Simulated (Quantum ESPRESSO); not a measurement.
# Computed records: Ga3SiCN3 (made-up cell)

Computed with Quantum ESPRESSO 7.5. Calculation on a made-up crystal cell, not a measurement: periodic Kohn-Sham density functional theory in plane waves with PseudoDojo standard norm-conserving scalar-relativistic pseudopotentials, each functional with its own files (v0.5 for PBE, v0.4.1 for LDA and PBEsol), no spin polarisation, no spin-orbit coupling, atoms not relaxed, stress positive in tension, energies less a fixed whole-eV offset for each atom's element; levels are Kohn-Sham levels at fractions of this cell's reciprocal vectors, counted from the reference band (half the neutral cell's valence electrons, rounded up) at Gamma; error bars cover cutoff and k-mesh only, not smearing or the files; added strain carries the atoms with the cell, and shear is the tensor component; each bar is the largest change over components, and at least 0.002 eV, 0.002 eV per angstrom or 0.02 GPa; energies are for the whole cell, and the offsets were chosen from early runs and are not element reference energies.

```yaml
- formula: Ga3SiCN3
  kind: "made-up cell"
  structure:
    cell_angstrom:
      - [3.3063, 0.0273, 0.0312]
      - [0.0473, 5.6527, -0.0286]
      - [0.0509, -0.027, 5.2985]
    atoms_fractional:
      - [Si, 0.00966, -0.00531, 0.00592]
      - [Ga, 0.52351, 0.49471, 0.00989]
      - [Ga, 0.47955, 0.166, 0.50486]
      - [Ga, 0.00997, 0.65054, 0.50022]
      - ["N", 0.01169, -0.01005, 0.39325]
      - ["N", 0.48713, 0.51454, 0.36864]
      - [C, 0.48666, 0.18868, 0.88659]
      - ["N", 0.04091, 0.67306, 0.89625]
  given:
    lattice_type: wurtzite
    functional: pbe
    "cutoff [eV]": 1143
    "fermi_dirac_smearing [eV]": 0.025
    "scf_tolerance [eV]": 1.0e-07
    electrons_removed: 0
    k_mesh: "5 x 4 x 4, shifted by half a step"
    atom_site: [1, 2, 3, 4, 5, 6, 7, 8]
    "atom_energy_offset [eV]": [-115, -2080, -2080, -2080, -283, -283, -163, -283]
  results:
    "stress_yz [GPa]": null
```

Questions
1. Estimate the stress yz of Ga3SiCN3 (made-up cell).

Answers
1. -4.259 GPa

Further results for Ga3SiCN3 (made-up cell):

* free energy less offsets: -3.331 eV
* smearing term minus ts: 0 eV
* scf iterations: 13
* pressure: -9.675 GPa
* stress xx: 12.39 GPa
* stress yy: 8.552 GPa
* stress zz: 8.085 GPa
* stress xz: 1.898 GPa
* stress xy: 2.418 GPa
* reference band: 31
* error bar energy: 0.009792 eV
* error bar stress: 0.0731 GPa
* error bar force: 0.005877 eV/Å
* error bar next band up: 0.002 eV
* error bars from: tighter rerun of this cell

Forces:
```csv
site,x (eV/Å),y (eV/Å),z (eV/Å)
1,-0.02101,0.6664,0.1997
2,0.319,1.978,-0.01775
3,0.8143,0.09662,0.1432
4,-1.109,1.249,0.7856
5,-0.8654,0.3062,-2.651
6,1.546,-1.286,1.41
7,0.3525,-4.891,0.3961
8,-1.036,1.88,-0.2653
```

Levels:
```csv
level k point,next band up (eV)
Gamma,1.479
"(1/2,1/2,1/2)",2.648
"(0.15,0,0)",2.453
"(0,0.15,0)",1.918
"(0,0,0.15)",2.037
```
